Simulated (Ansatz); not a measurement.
CaO:
```
CELL_PARAMETERS angstrom
      0.00000     2.39903     2.39903
      2.39903     0.00000     2.39903
      2.39903     2.39903     0.00000
ATOMIC_POSITIONS crystal
  Ca 0.00000 0.00000 0.00000
  O  0.50000 0.50000 0.50000
```

Relaxed with HSE06. Special points in fractions of this cell's reciprocal vectors: Γ (0.000, 0.000, 0.000); X (0.500, 0.000, 0.500); U (0.625, 0.250, 0.625); K (0.375, 0.375, 0.750); L (0.500, 0.500, 0.500); W (0.500, 0.250, 0.750).

**Question.** List the band energies nearest the valence-band maximum at these points for DFT-HSE06 in the program Ansatz with PAW potentials.

**Answer.** In eV from the valence-band maximum; about four levels below and three above (degenerate sets whole), none deeper than 8.9 eV; points with the same levels are listed once.

```
k              below                   above
-  -----------------  ----------------------
Γ     0.00 0.00 0.00     6.29 8.21 8.21 8.21
X  -1.44 -0.42 -0.42        5.31 10.19 11.16
U  -1.42 -1.32 -0.84        6.91 10.08 10.78
L  -2.81 -1.26 -1.26  9.07 10.11 10.62 10.62
W  -1.38 -1.14 -1.14         8.21 8.21 10.60
```

Space group Fm-3m (rock salt). The cell was relaxed with HSE06 under the symmetry of its start. The hybrid was solved on a coarse mesh, the path and, where they were found, the r²SCAN edge points; its band edges are the extreme levels among these.

Potentials: the later of the program's two PAW sets.
